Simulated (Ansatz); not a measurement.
Data:

Relaxed TaN (rock salt):

```xyz
4
Lattice="0.0000 4.3963 4.3963 2.1982 0.0000 2.1982 2.1982 2.1982 0.0000" Properties=species:S:1:pos:R:3 pbc="T T T"
N      0.0000     0.0000     0.0000
N      2.1982     4.3963     2.1982
Ta     2.1982     2.1982     2.1982
Ta     2.1982     4.3963     4.3963
```

The atoms are displaced by Q × the pattern below (from a DFPT mode at L = (0.5, 0.0, 0.0), largest move 1; Q in Å), at fixed cell. (q is in reciprocal vectors of the primitive cell; the cell shown is doubled to hold the pattern.)

```csv
atom,x,y,z
N1,0.577,-0.577,-0.577
N2,-0.577,0.577,0.577
```

Atoms not listed stay in place.

All values below come from r2SCAN (plane waves to 500 eV, PAW, scalar-relativistic; Ansatz, an electronic-structure program). k mesh 9×18×18 (Γ-centred), Fermi-Dirac smearing 0.05 eV. E stands for the smeared free energy. With partly filled bands, energies and forces of such displacements shift with the k mesh and the smearing. Spin-orbit coupling is left out, though Ta is heavy. TaN is run without spin polarisation. TaN was relaxed with its symmetry unable to fall. This is a high-temperature form of TaN. ΔE is measured from the undisplaced structure.

The scan covers Q from -0.100 to 0.100 Å in 13 points.

### Question
Which space group does the distorted structure have?

### Answer
R-3m (No. 166), lowered from Fm-3m.

### Question
Is this a single well or a double well?

### Answer
A single well with its minimum at or next to zero displacement.

### Question
What is the energy change at Q = 0.100 Å?

### Answer
117 meV/cell.

### Question
What harmonic wavenumber does the curvature at Q = 0 give?

### Answer
474 cm⁻¹.

(For displaced atoms, the force is minus the slope of the energy, and its curvature is a force constant, which sets phonon frequencies.)
